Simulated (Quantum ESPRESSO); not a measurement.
# W3MoS3Se5: input and log of a self-consistent run

Simulated, not a measurement. The program is pw.x of Quantum ESPRESSO 7.5 (plane-wave density functional theory). The cell is made up: 12 atoms on a layered 2H lattice, with randomly drawn elements, strain and displacements, not relaxed. PseudoDojo standard norm-conserving files (v0.5 for PBE, v0.4.1 for LDA and PBEsol) set the functional; there is no spin polarisation, spin-orbit coupling or dispersion term, and the masses in the input are unused placeholders.

Input:

```
&control calculation='scf', pseudo_dir='./dojo.nc.sr.pbe.v0_5.standard.upf', outdir='./o', disk_io='low', tprnfor=.true., tstress=.true. /
&system ibrav=0, nat=12, ntyp=4, nbnd=83, ecutwfc=85.99341389, nosym=.true., tot_charge=0,
 occupations='smearing', smearing='fd', degauss=0.0018374661
/
&electrons conv_thr=7.350e-09, electron_maxstep=60, /
ATOMIC_SPECIES
Mo 1.0 Mo.upf
S 1.0 S.upf
Se 1.0 Se.upf
W 1.0 W.upf
CELL_PARAMETERS angstrom
3.1838 -0.0219 -0.0071
-0.0379 5.5185 -0.0213
-0.0285 -0.0491 12.7194
ATOMIC_POSITIONS angstrom
W -0.0041 1.7824 3.1754
Mo 1.633 0.9595 9.5099
W 1.4872 4.5329 3.1878
W -0.0668 3.6318 9.4999
S -0.0358 1.7329 7.9057
Se -0.0258 1.7921 11.1444
Se 1.6225 0.8457 1.6187
S 1.592 0.8773 4.734
Se 1.563 4.5311 7.9911
Se 1.6877 4.5058 11.1043
S 0.0245 3.6916 1.582
Se -0.0799 3.577 4.7415
K_POINTS automatic
7 4 2 1 1 1
```

The log is shortened where brackets say so; the opening notice, blank lines, dates and the lines on written files are dropped, and the path of the files is cut. It prints rydbergs, bohrs and kilobars, and counts compression as positive stress. With no partly filled state, the Fermi energy that it prints is only some level between the filled and the empty states on the mesh, and need not lie in the true gap.

```
     Program PWSCF v.7.5
     Parallel version (MPI & OpenMP), running on       4 processor cores
     Number of MPI processes:                 4
     Threads/MPI process:                     1
     [start-up lines left out]
     bravais-lattice index     =            0
     lattice parameter (alat)  =       6.0167  a.u.
     unit-cell volume          =    1507.9983 (a.u.)^3
     number of atoms/cell      =           12
     number of atomic types    =            4
     number of electrons       =       154.00
     number of Kohn-Sham states=           83
     kinetic-energy cutoff     =      85.9934  Ry
     charge density cutoff     =     343.9737  Ry
     scf convergence threshold =      7.3E-09
     mixing beta               =       0.7000
     number of iterations used =            8  plain     mixing
     Exchange-correlation= PBE
                           (   1   4   3   4   0   0   0)
     [axes and pseudopotential details left out]
   Cartesian axes
     site n.     atom                  positions (alat units)
         1        W      tau(   1) = (  -0.0012877   0.5598195   0.9973356  )
         2        Mo     tau(   2) = (   0.5128957   0.3013616   2.9868872  )
         3        W      tau(   3) = (   0.4671026   1.4237017   1.0012302  )
         4        W      tau(   4) = (  -0.0209807   1.1406825   2.9837464  )
         5        S      tau(   5) = (  -0.0112441   0.5442725   2.4830370  )
         6        Se     tau(   6) = (  -0.0081033   0.5628661   3.5002540  )
         7        Se     tau(   7) = (   0.5095978   0.2656190   0.5084043  )
         8        S      tau(   8) = (   0.5000183   0.2755440   1.4868636  )
         9        Se     tau(   9) = (   0.4909100   1.4231364   2.5098596  )
        10        Se     tau(  10) = (   0.5300760   1.4151901   3.4876593  )
        11        S      tau(  11) = (   0.0076950   1.1594646   0.4968775  )
        12        Se     tau(  12) = (  -0.0250951   1.1234708   1.4892192  )
     number of k points=    28  Fermi-Dirac smearing, width (Ry)=  0.0018
                       cart. coord. in units 2pi/alat
        k(    1) = (   0.0720721   0.0728566   0.0630220), wk =   0.0714286
        k(    2) = (   0.0717897   0.0723716  -0.0621390), wk =   0.0714286
     [further k points left out]
     Dense  grid:   162449 G-vectors     FFT dimensions: (  36,  64, 144)
     Estimated max dynamical RAM per process >     509.64 MB
     Estimated total dynamical RAM >       1.87 GB
     Initial potential from superposition of free atoms
     starting charge     153.9966, renormalised to     154.0000
     Starting wfcs are   97 randomized atomic wfcs
     total cpu time spent up to now is        9.1 secs
     per-process dynamical memory:   369.5 Mb
     Self-consistent Calculation
     iteration #  1     ecut=    85.99 Ry     beta= 0.70
     Davidson diagonalization with overlap
     ethr =  1.00E-02,  avg # of iterations =  2.0
     Threshold (ethr) on eigenvalues was too large:
     Diagonalizing with lowered threshold
     Davidson diagonalization with overlap
     ethr =  3.75E-04,  avg # of iterations =  3.4
     total cpu time spent up to now is       46.9 secs
     total energy              =   -1874.17603664 Ry
     estimated scf accuracy    <       0.65396060 Ry
     iteration #  2     ecut=    85.99 Ry     beta= 0.70
     Davidson diagonalization with overlap
     ethr =  4.25E-04,  avg # of iterations =  9.9
     total cpu time spent up to now is       74.0 secs
     total energy              =   -1873.26610324 Ry
     estimated scf accuracy    <       9.41469696 Ry
     iteration #  3     ecut=    85.99 Ry     beta= 0.70
     Davidson diagonalization with overlap
     ethr =  4.25E-04,  avg # of iterations = 15.5
     total cpu time spent up to now is       99.3 secs
     total energy              =   -1874.02051250 Ry
     estimated scf accuracy    <       4.07605395 Ry
     iteration #  4     ecut=    85.99 Ry     beta= 0.70
     Davidson diagonalization with overlap
     ethr =  4.25E-04,  avg # of iterations = 10.9
     total cpu time spent up to now is      121.5 secs
     total energy              =   -1874.44713034 Ry
     estimated scf accuracy    <       0.39673348 Ry
     iteration #  5     ecut=    85.99 Ry     beta= 0.70
     Davidson diagonalization with overlap
     ethr =  2.58E-04,  avg # of iterations =  3.6
     total cpu time spent up to now is      138.1 secs
     total energy              =   -1874.47930847 Ry
     estimated scf accuracy    <       0.08283698 Ry
     [iterations 6 to 15 left out]
     iteration # 16     ecut=    85.99 Ry     beta= 0.70
     Davidson diagonalization with overlap
     ethr =  1.57E-09,  avg # of iterations =  6.2
     total cpu time spent up to now is      353.9 secs
     total energy              =   -1874.49556711 Ry
     estimated scf accuracy    <       0.00000409 Ry
     iteration # 17     ecut=    85.99 Ry     beta= 0.70
     Davidson diagonalization with overlap
     ethr =  1.57E-09,  avg # of iterations =  3.2
     total cpu time spent up to now is      371.7 secs
     total energy              =   -1874.49556749 Ry
     estimated scf accuracy    <       0.00000037 Ry
     iteration # 18     ecut=    85.99 Ry     beta= 0.70
     Davidson diagonalization with overlap
     ethr =  2.38E-10,  avg # of iterations =  5.6
     total cpu time spent up to now is      391.3 secs
     total energy              =   -1874.49556754 Ry
     estimated scf accuracy    <       0.00000005 Ry
     iteration # 19     ecut=    85.99 Ry     beta= 0.70
     Davidson diagonalization with overlap
     ethr =  3.29E-11,  avg # of iterations =  3.3
     total cpu time spent up to now is      409.5 secs
     total energy              =   -1874.49556755 Ry
     estimated scf accuracy    <          9.7E-09 Ry
     iteration # 20     ecut=    85.99 Ry     beta= 0.70
     Davidson diagonalization with overlap
     ethr =  6.32E-12,  avg # of iterations =  5.8
     total cpu time spent up to now is      430.6 secs
     End of self-consistent calculation
          k = 0.0721 0.0729 0.0630 ( 20284 PWs)   bands (ev):
   -61.0831 -61.0655 -60.8927 -47.9029 -34.8010 -34.7960 -34.7759 -34.7744
   -34.7721 -34.7711 -34.7576 -34.7533 -34.7475 -34.7466 -34.7280 -34.7274
   -34.7243 -34.7235 -34.7147 -34.7134 -34.6995 -34.6987 -34.6945 -34.6878
   -34.6836 -34.6823 -34.6290 -34.6257 -34.5969 -25.5468 -25.4000 -25.3362
   -25.3073 -25.2432 -25.2389 -25.2346 -25.2270 -25.1180 -22.1222 -22.0397
   -21.9586  -2.3348  -2.1088  -0.8126  -0.5849  -0.1912  -0.0760   0.1459
     0.3529   6.1186   6.2374   6.5637   6.8964   7.3798   7.5233   8.1348
     8.5566   9.3218   9.4110   9.6271   9.7617   9.9006   9.9357  10.2751
    10.5179  10.6924  10.8059  10.9270  11.2312  11.3079  11.3605  11.5290
    11.8938  12.1226  12.3512  12.7235  13.1255  15.0894  15.3276  15.3861
    15.6140  15.6714  15.8015
     [levels at the other k points left out]
     the Fermi energy is    13.7152 ev
!    total energy              =   -1874.49556755 Ry
     estimated scf accuracy    <          7.3E-09 Ry
     smearing contrib. (-TS)   =      -0.00000000 Ry
     internal energy E=F+TS    =   -1874.49556755 Ry
     The total energy is F=E-TS. E is the sum of the following terms:
     one-electron contribution =   -1047.93100318 Ry
     hartree contribution      =     580.94557890 Ry
     xc contribution           =    -382.19309777 Ry
     ewald contribution        =   -1025.31704549 Ry
     convergence has been achieved in  20 iterations
     Forces acting on atoms (cartesian axes, Ry/au):
     atom    1 type  4   force =     0.01461073    0.00983039    0.01043410
     atom    2 type  1   force =    -0.06406325   -0.05712924   -0.02818806
     atom    3 type  4   force =     0.07224184    0.00782557   -0.04085173
     atom    4 type  4   force =     0.10348091   -0.09200926    0.00080470
     atom    5 type  2   force =     0.02418177    0.04064375    0.00026414
     atom    6 type  3   force =     0.03409027    0.01392160    0.08581010
     atom    7 type  3   force =    -0.02230582    0.00200264   -0.13008099
     atom    8 type  2   force =    -0.00575098   -0.01283171    0.01985886
     atom    9 type  3   force =    -0.02177366    0.03691758   -0.15486906
     atom   10 type  3   force =    -0.07647913    0.05692896    0.09443510
     atom   11 type  2   force =    -0.04805931   -0.03623667    0.00476175
     atom   12 type  3   force =    -0.01017335    0.03013640    0.13762110
     Total force =     0.362080     Total SCF correction =     0.000543
     Computing stress (Cartesian axis) and pressure
          total   stress  (Ry/bohr**3)                   (kbar)     P=      168.34
   0.00111397   0.00009342   0.00001916          163.87       13.74        2.82
   0.00009342   0.00094193   0.00009752           13.74      138.56       14.35
   0.00001916   0.00009752   0.00137721            2.82       14.35      202.59
     init_run     :      8.36s CPU      8.96s WALL (       1 calls)
     electrons    :    410.52s CPU    421.54s WALL (       1 calls)
     forces       :      3.75s CPU      3.84s WALL (       1 calls)
     stress       :     12.08s CPU     12.41s WALL (       1 calls)
     [timing details left out]
     PWSCF        :   7m14.89s CPU   7m27.10s WALL
     JOB DONE.
```

In other units: free energy -25503.811 eV for the cell, pressure 16.83 GPa, largest force component 3.982 eV/Å. A rerun of this cell at a cutoff of 1467 eV and k mesh 9 x 6 x 4 moved values by no more than 0.004 eV in energy, 0.04 GPa in stress and 0.005 eV/Å in force.